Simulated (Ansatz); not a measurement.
Problem. Name crystals whose computed values (LDA in the plane-wave PAW code Ansatz) fall in these windows: G_Hill (GPa) 120 to 160; highest Γ mode, no LO–TO term (cm⁻¹) 190 to 230.

Solution. 

| crystal | G_Hill (GPa) | highest Γ mode, no LO–TO term (cm⁻¹) |
|---|---|---|
| TaW3, Fm-3m (Ta on 4a, W on 8c, W on 4b) | 136 | 207 |
| MoRh, P-6m2 (Mo on 1b, Rh on 1c) | 126 | 219 |
| HfRh3, Cu3Au type | 134 | 216 |
| ZrRh3, Cu3Au type | 130 | 222 |
Others may fit too.

Standing as an ambient phase not checked: TaW3, Fm-3m (Ta on 4a, W on 8c, W on 4b); MoRh, P-6m2 (Mo on 1b, Rh on 1c); HfRh3, Cu3Au type; ZrRh3, Cu3Au type. Perhaps ordered models of mixed-site phases: TaW3, Fm-3m (Ta on 4a, W on 8c, W on 4b); MoRh, P-6m2 (Mo on 1b, Rh on 1c). All cells were relaxed under the symmetry of their starts (and spin orders); stability against distortions was not tested throughout. Rows with no word on spin ran without spin polarisation. Scalar-relativistic: spin–orbit coupling is off unless named, which matters more the heavier the elements.

Potentials: the later of the program's two PAW sets.
